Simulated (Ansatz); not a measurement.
ZrB2: do energies and stresses tell the same story?

Method: Ansatz, DFT PBEsol, scalar-relativistic, plane waves, PAW.

Settings: cutoff 420 eV, Γ-centred mesh 18×18×12 on the computed 3-atom cell, Gaussian smearing of 0.10 eV; no spin polarisation.

Relaxed cell: P6/mmm, a = 3.155 Å, b = 3.155 Å, c = 3.507 Å, α = 90.00°, β = 90.00°, γ = 120.00°, 3 atoms in the primitive cell. Whether it is the stable form of this composition wasn't checked.

Energies at zero smearing and pressures from the stress tensor, at volumes with shape and atoms relaxed:
```
V (Å³/atom) E − E(first) (meV/atom) P (GPa)
      9.472                     0.00    17.42
      9.774                   -23.81     8.05
     10.076                   -31.19    -0.02
     10.379                   -24.42    -6.99
     10.681                    -5.42   -12.99
```

Check P = −dE/dV between neighbouring volumes, and get the bulk modulus from the pressures alone.

With 1 eV/Å³ = 160.2 GPa:
```
middle V (Å³/atom)  −ΔE/ΔV (GPa) mean P (GPa)
             9.623        12.620        12.739
             9.925         3.913         4.016
            10.227        -3.590        -3.503
            10.530       -10.068        -9.990
```

The two differ by 0.12 GPa at most. The mean of two end pressures misses the average over a step by about ΔV² P″/12, up to 0.12 GPa here; with that taken off 0.00 GPa remains. Around V = 10.076 Å³/atom, the two neighbours give B = −V ΔP/ΔV = 10.076 × 15.04 / 0.605 = 250.7 GPa, against B0 = 249.8 GPa from the Birch–Murnaghan fit of the energies.